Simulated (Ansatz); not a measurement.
## Surface calculation: bcc Nb (110), 3 layers

The slab is cut from the bcc crystal, the stable phase, as relaxed on PAW files (18.16 Å³/atom), with 16 Å of vacuum and a dipole correction:

```
CELL_PARAMETERS angstrom
2.86794 0.00000 0.00000
-0.95598 2.70392 0.00000
0.00000 0.00000 20.68330
ATOMIC_POSITIONS crystal
Nb 0.00000 0.00000 0.38678
Nb 0.50000 0.50000 0.50000
Nb 0.00000 0.00000 0.61322
```

Level of theory: DFT with PBE, scalar-relativistic, in Ansatz 0.2.0; a Γ-centred 13×13×1 k mesh, Fermi–Dirac smearing of 0.08 eV, no spin polarisation. LAPW: all electrons, basis error target 1 meV/atom; PAW: frozen-core files, cutoff 420 eV.

The bulk energy comes from a cell in the slab's orientation on a 13×13×8 mesh. The surface energy is (E(slab) − N·E(bulk))/2A at zero smearing, the mean of both faces; thin slabs carry quantum-size effects.

The cell is 1×1, so reconstructions are forbidden, and in slabs of four or five layers the relaxations can be far larger than at a real surface.

Task: As cut, the LAPW slab lies 2.077 eV above 3 atoms of bulk. What surface energy is that?

Result: Over two faces of 7.75 Å² it is 133.9 meV/Å², and times 16.02 J/m² per eV/Å² that gives γ = 2.146 J/m².

| method | γ as cut (J/m²) | γ relaxed (J/m²) | Φ as cut (eV) | Φ relaxed (eV) |
| --- | --- | --- | --- | --- |
| LAPW | 2.146 | 2.120 | 4.57 | 4.56 |
| PAW | 2.144 | 2.119 | 4.57 | 4.55 |

Task: How do the spacings between the planes relax?

Result: From the bottom face up: d12 -2.9 % of 2.342 Å, d23 -2.9 % of 2.342 Å.

Task: A field of 0.1 V/Å is applied along the normal, atoms held. What follows?

Result: LAPW finds an induced dipole of 0.0381 e·Å a cell (PAW 0.0381), that is 8.88 Å for 4πα over the area, against 4.55 Å between the outer atoms.

Task: What changes if the images along the normal are cut off in place of the dipole correction?

Result: LAPW then gives: no gap, work function 4.56 eV; PAW: no gap, work function 4.55 eV.

Task: A 3d core hole is made on one atom of each kind in every 1×1 cell (PAW hole dataset, neutral cell, valence without spin). What does it cost by layer?

Result: layer 1 201.78 eV, layer 2 201.65 eV. Shifts between layers mean more than the absolute values, and a whole layer of holes screens otherwise than one hole.
